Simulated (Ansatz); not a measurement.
Au (fcc, Cu type)

```yaml
crystal:
  lattice:
    - [0.00000, 2.04167, 2.04167]
    - [2.04167, 0.00000, 2.04167]
    - [2.04167, 2.04167, 0.00000]
  atoms:
    - { symbol: Au, position: [0.00000, 0.00000, 0.00000] }
```

The slice is a {111} plane (indices of the conventional cell) through the point (0.000, 0.000, 0.000) (fractional), spanned by u = [100] and v = [-1 2 0] in vectors of this cell: u (2.89 Å) and v (5.00 Å, at 90° to u). It covers one period; positions are fractions (u, v).

These are PBEsol (plane waves to 420 eV, PAW, scalar-relativistic; Ansatz, a quantum-chemistry and plane-wave program) values and carry that method's errors. k mesh 20×20×20. Inside the PAW spheres the values are not all-electron values, and peaks at nuclei hang on which shells count as valence. Au was relaxed with its symmetry unable to fall. Spin-orbit coupling is left out, though Au is heavy. The PAW data are Ansatz's earlier set.

Question: What is the ELF at the midpoint of the shortest Au–Au line in this plane (2.89 Å)?

Answer: 0.21.

Question: What is the valence density on the shortest Au–Au line in this plane (2.89 Å), at its midpoint?

Answer: 0.29 e/Å³.

Question: Predict the map of the electrostatic potential energy of an electron, from the cell's mean on the slice.

Answer: 
| v \ u | 0.00 | 0.17 | 0.33 | 0.50 | 0.67 | 0.83 |
|---|---|---|---|---|---|---|
| 0.94 | x | x | <2.0 | 8.8 | <2.0 | x |
| 0.84 | x | x | 6.9 | 10.2 | 6.9 | x |
| 0.75 | 7.2 | 8.0 | 8.0 | 7.2 | 8.0 | 8.0 |
| 0.66 | 10.2 | 6.9 | x | x | x | 6.9 |
| 0.56 | 8.8 | <2.0 | x | x | x | <2.0 |
| 0.47 | 8.4 | x | x | x | x | x |
| 0.38 | 9.9 | 4.7 | x | x | x | 4.7 |
| 0.28 | 9.3 | 8.7 | 5.8 | 2.4 | 5.7 | 8.7 |
| 0.19 | x | <2.0 | 8.3 | 10.1 | 8.3 | <2.0 |
| 0.09 | x | x | <2.0 | 9.3 | <2.0 | x |
| 0.00 | x | x | x | 8.3 | x | x |

Values: electrostatic potential energy of an electron, from the cell's mean, in eV. Points within 1 Å of a nucleus are blanked (x), as the pseudised field means little there. Values under 2 eV are set to 2. The zero, the cell's mean, hangs on the PAW cores.
